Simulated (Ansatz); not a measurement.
Relaxed-ion elastic tensor of HgSe (zinc blende, F-43m) in GPa (Voigt order), DFT-PBEsol in the program Ansatz with PAW potentials; density 8.05 g/cm³, 28.83 Å³ per atom.

```csv
,1,2,3,4,5,6
1,61.6,46.6,46.6,0.0,0.0,0.0
2,46.6,61.6,46.6,0.0,0.0,0.0
3,46.6,46.6,61.6,0.0,0.0,0.0
4,0.0,0.0,0.0,22.3,0.0,0.0
5,0.0,0.0,0.0,0.0,22.3,0.0
6,0.0,0.0,0.0,0.0,0.0,22.3
```

Task: Is the crystal mechanically stable?

Result: Yes: the smallest eigenvalue of C is 15.0 GPa.

Task: Work out the Voigt, Reuss and Hill averages.

Result: K_V = 51.6, K_R = 51.6, K_H = 51.6; G_V = 16.4, G_R = 12.5, G_H = 14.4 GPa.

Task: Give Young's modulus, Poisson's ratio, Pugh's ratio and the universal anisotropy index.

Result: E = 9KG/(3K + G) = 39.6 GPa; ν = 0.37; K/G = 3.57 (ductile by the Pugh limit of 1.75); A_U = 5G_V/G_R + K_V/K_R − 6 = 1.56.

Task: Estimate the sound speeds and the Debye temperature.

Result: v_l = √((K + 4G/3)/ρ) = 2970 m/s, v_t = √(G/ρ) = 1340 m/s, mean 1510 m/s; Θ = (h/k)(3n/4πV)^(1/3) v_m = 147 K.

Task: Give the Zener ratio and Young's modulus along [100], [110] and [111].

Result: A = 2C44/(C11 − C12) = 2.96; 1/E = S11 − 2(S11 − S12 − S44/2)Γ with Γ = 0, 1/4, 1/3 gives 21.5, 40.9, 58.4 GPa.

Symmetry was held in the PBEsol relaxation. As this level gives no gap, shear constants depend on the k-mesh and smearing (Fermi–Dirac, 0.1 eV here). Scalar-relativistic: spin–orbit coupling is off unless named, which matters more the heavier the elements.

Potentials: the later of the program's two PAW sets.
